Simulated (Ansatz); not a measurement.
Starting structure of a cell relaxation (symmetry kept):

```yaml
crystal:
  lattice:
    - [0.00000, 2.74760, 5.90119]
    - [2.74400, 0.00000, 5.90119]
    - [2.74400, 2.74760, 0.00000]
  atoms:
    - { symbol: Ca, position: [0.50000, 0.50000, 0.50000] }
    - { symbol: Fe, position: [0.25000, 0.25000, 0.25000] }
    - { symbol: Fe, position: [0.75000, 0.75000, 0.75000] }
    - { symbol: As, position: [0.87624, 0.87624, 0.12376] }
    - { symbol: As, position: [0.12376, 0.12376, 0.87624] }
```

Level of theory: Ansatz 0.2.0, DFT r2SCAN, scalar-relativistic, plane waves, PAW.

Settings: cutoff 500 eV, Γ-centred mesh 10×10×10 on the computed 5-atom cell, Gaussian smearing of 0.10 eV; collinear spin from starting moments 0 3.15 3.15 0 0 μB.

Question: What does it relax to?

Answer: The volume drops by 0.02 Å³/atom to 17.77 Å³/atom, and the energy changes by under 0.1 meV/atom. The cell ends with a moment of 5.70 μB (only this magnetic start was tried). Final structure:
```xyz
5
Lattice="0.0000 2.7450 5.8964 2.7452 0.0000 5.8964 2.7452 2.7450 0.0000" Properties=species:S:1:pos:R:3 pbc="T T T"
Ca    2.7452    2.7450    5.8964
Fe    1.3726    1.3725    2.9482
Fe    4.1177    4.1175    8.8445
As    2.7452    2.7450   10.3330
As    2.7452    2.7450    1.4597
```

The state reached may not be the lowest one. Only parallel moments were tried here.

Cost: 1 run of about 14 core-minutes, on Arm Neoverse V2 (shared hosts).